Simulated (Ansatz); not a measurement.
## CdPd: electron density at the nuclei under pressure

```
Cd Pd
1.0
     3.02760    0.00000    0.00000
     0.00000    3.02760    0.00000
     0.00000    0.00000    3.63100
Cd Pd
1 1
Direct
  0.00000 0.00000 0.00000
  0.50000 0.50000 0.50000
```

Atoms are numbered in the order listed.

Conventional cell: a = 3.028 Å, b = 3.028 Å, c = 3.631 Å, α = 90.00°, β = 90.00°, γ = 90.00°. Cd (atom 1) is surrounded by 8 Pd at 2.81 Å and 4 Cd at 3.03 Å. Pd (atom 2) is surrounded by 8 Cd at 2.81 Å and 4 Pd at 3.03 Å.

The cell is COD entry 1524979, as deposited and not checked against the literature; nothing was relaxed.

Spin polarisation is left out, and whether a magnetic state lies lower isn't shown here.

Computed with DFT, PBEsol, all-electron PAW with datasets made for the crystal, scalar-relativistic in Ansatz 0.2.0.

Sampling and basis: a Γ-centred 11×11×9 k mesh, Fermi–Dirac smearing of 0.05 eV, cutoff 260 eV (chosen by the program for this cell), no spin polarisation.

The contact density is the mean electron density over the nuclear volume; its changes follow the s electrons' response to bonding and compression. Changes below are taken from the unscaled cell, where it is 1.03437e+06 e/Å³ at Cd1, 864332 e/Å³ at Pd2.

Volumes at which the program chose other datasets or cutoffs are left out.

| V/V(cell) | P (GPa) | Δρ(0) Cd1 (e/Å³) | Δρ(0) Pd2 (e/Å³) |
| --- | --- | --- | --- |
| 0.9600 | 4.6 | ? | ? |
| 0.9800 | 1.4 | 1.06 | 1.38 |
| 0.9900 | -0.1 | 0.51 | 0.69 |
| 1.0000 | -1.4 | 0.00 | 0.00 |
| 1.0100 | -2.7 | -0.49 | -0.68 |
| 1.0200 | -3.9 | -0.98 | -1.35 |
| 1.0400 | -6.0 | ? | -2.81 |
| 1.0600 | -7.9 | -2.92 | -4.11 |

**Question.** What belongs in the row "1.0400", column "Δρ(0) Cd1 (e/Å³)"?

**Answer.** -2.06.

**Question.** Give the missing entry: row "0.9600", column "Δρ(0) Cd1 (e/Å³)".

**Answer.** 2.24.

**Question.** What belongs in the row "0.9600", column "Δρ(0) Pd2 (e/Å³)"?

**Answer.** 2.84.

The datasets are made afresh for each cell, so very small changes are uncertain.
